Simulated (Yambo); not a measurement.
Yambo input for KMo2AlO8 (space group P-3m1, No. 164) (a = 5.6379 Å, b = 5.6379 Å, c = 7.3183 Å, α = 90.00°, β = 90.00°, γ = 120.00°), on PBEsol (pw.x of Quantum ESPRESSO, ONCV potentials, without SOC) wavefunctions on a 3×3×2 mesh:

```
optics
chi
dipoles
kernel
FFTGvecs= 40 Ry
Chimod= "HARTREE"
NGsBlkXd= 3 Ry
% QpntsRXd
 1 | 1 |
%
% BndsRnXd
 3 | 162 |
%
GrFnTpXd= "R"
% EnRngeXd
 0.0 | 20.0 | eV
%
% DmRngeXd
 0.2 | 0.2 | eV
%
CGrdSpXd= 50
ETStpsXd= 161
% LongDrXd
 1.0 | 0.0 | 0.0 |
%
% XfnQP_E
 2.665 | 1.0 | 1.0 |
%
```

First lines of the file o-*.eps_q1_inv_rpa_dyson:

```
Absorption @ Q(1):   1.00000000     0.00000000     0.00000000    [q->0 direction]
#
# [ X ] Hartree size     :  121
# [GEN] GF Energies     : Perdew, Burke & Ernzerhof SOL(X)+Perdew, Burke & Ernzerhof SOL(C)+ user defined corrections @E
# [GEN] Green`s Function     : Retarded
#
# [GEN] Gauge     : Length
# [GEN] [r,Vnl] included     : yes
#
#    E[1] [eV]     Im(eps)     Re(eps)     Im(eps_o)     Re(eps_o)
#
     0.000000     -0.577118E-8     2.594406     0.38422E-17     3.198407
     0.125000     0.600128E-3     2.594594     0.001157     3.198767
     0.250000     0.001202     2.595156     0.002316     3.199849
     0.375000     0.001806     2.596093     0.003482     3.201657
     0.500000     0.002413     2.597409     0.004658     3.204194
     0.625000     0.003026     2.599106     0.005847     3.207468
     0.750000     0.003646     2.601186     0.007053     3.211489
     0.875000     0.004273     2.603656     0.008278     3.216267
     1.000000     0.004910     2.606520     0.009528     3.221816
     1.125000     0.005558     2.609785     0.010805     3.228153
     1.250000     0.006219     2.613457     0.012115     3.235295
     1.375000     0.006893     2.617546     0.013461     3.243264
     1.500000     0.007584     2.622060     0.014848     3.252085
     1.625000     0.008293     2.627010     0.016282     3.261784
     1.750000     0.009021     2.632408     0.017768     3.272392
     1.875000     0.009772     2.638267     0.019313     3.283944
     2.000000     0.010548     2.644602     0.020923     3.296477
     2.125000     0.011352     2.651429     0.022606     3.310035
     2.250000     0.012185     2.658766     0.024369     3.324665
     2.375000     0.013052     2.666632     0.026223     3.340419
     2.500000     0.013956     2.675049     0.028178     3.357357
     2.625000     0.014901     2.684042     0.030245     3.375545
     2.750000     0.015892     2.693637     0.032436     3.395055
     2.875000     0.016933     2.703863     0.034769     3.415970
     3.000000     0.018029     2.714754     0.037258     3.438380
     3.125000     0.019188     2.726346     0.039923     3.462389
     3.250000     0.020415     2.738679     0.042788     3.488113
     3.375000     0.021721     2.751799     0.045878     3.515680
     3.500000     0.023112     2.765755     0.049222     3.545239
     3.625000     0.024602     2.780605     0.052858     3.576957
     3.750000     0.026202     2.796412     0.056826     3.611023
     3.875000     0.027927     2.813249     0.061176     3.647657
     4.000000     0.029795     2.831198     0.065969     3.687110
```
(The file goes on to the top of the energy range.) Convergence of the RPA response with its 3×3×2 mesh was not tested. The scissor comes from a G0W0 run whose convergence isn't established.

Geometry of the Materials Project entry, not relaxed at this level.

The structure is a Materials Project entry; no match was found in the copy of COD used, and its stability was not checked.
